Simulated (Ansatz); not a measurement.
SrIr₂ (cubic Laves, MgCu2 type)

```cif
data_Ir16Sr8
_chemical_formula_sum 'Sr8 Ir16'
_space_group_name_H-M_alt 'Fd-3m :1'
_space_group_IT_number 227
_space_group_name_Hall 'F 4d 2 3 -1d'
_cell_length_a 7.69695
_cell_length_b 7.69695
_cell_length_c 7.69695
_cell_angle_alpha 90.000
_cell_angle_beta 90.000
_cell_angle_gamma 90.000
loop_
_atom_site_label
_atom_site_type_symbol
_atom_site_symmetry_multiplicity
_atom_site_Wyckoff_symbol
_atom_site_fract_x
_atom_site_fract_y
_atom_site_fract_z
_atom_site_occupancy
Sr1 Sr 8 a 0.00000 0.00000 0.00000 1
Ir1 Ir 16 d 0.62500 0.62500 0.62500 1
```
(The calculation used a cell of 6 atoms; values per cell refer to that cell.)

Grid over V/V₀ and (c/a)/(c/a)₀, subscript 0 meaning the relaxed cell; the conventional c axis lies along z; no internal relaxation.

The numbers are results of r2SCAN (plane waves to 500 eV, PAW, scalar-relativistic; Ansatz, an electronic-structure program), not measurements. k mesh 11×11×11 (Γ-centred), Fermi-Dirac smearing 0.05 eV. The energy includes the smearing's −TS. With partly filled bands, the response to shear is sensitive to the k mesh, so small differences along c/a are uncertain. Spin-orbit coupling is left out, though Ir is heavy. SrIr2 is run without spin polarisation. SrIr2 was relaxed with its symmetry unable to fall. ΔE is measured from the relaxed starting cell.

Q: Estimate the ΔE (eV/atom) for all points of the grid V/V₀ = 0.960, 0.973, 0.987, 1.000, 1.013, 1.027, 1.040 by (c/a)/(c/a)₀ = 0.920, 0.947, 0.973, 1.000, 1.027, 1.053, 1.080.

A: ΔE (eV/atom), with V/V₀ across and (c/a)/(c/a)₀ down:

```tsv
(c/a)/(c/a)₀ \ V/V₀	0.960	0.973	0.987	1.000	1.013	1.027	1.040
0.920	0.047	0.037	0.031	0.028	0.029	0.033	0.040
0.947	0.030	0.020	0.014	0.012	0.013	0.018	0.025
0.973	0.020	0.010	0.005	0.003	0.004	0.009	0.017
1.000	0.017	0.007	0.002	0.000	0.002	0.006	0.014
1.027	0.019	0.010	0.004	0.003	0.004	0.009	0.016
1.053	0.027	0.017	0.012	0.010	0.011	0.016	0.023
1.080	0.040	0.030	0.023	0.021	0.022	0.026	0.033
```

(Under strain, the slope of the energy per volume gives the stress and its curvature an elastic modulus.)
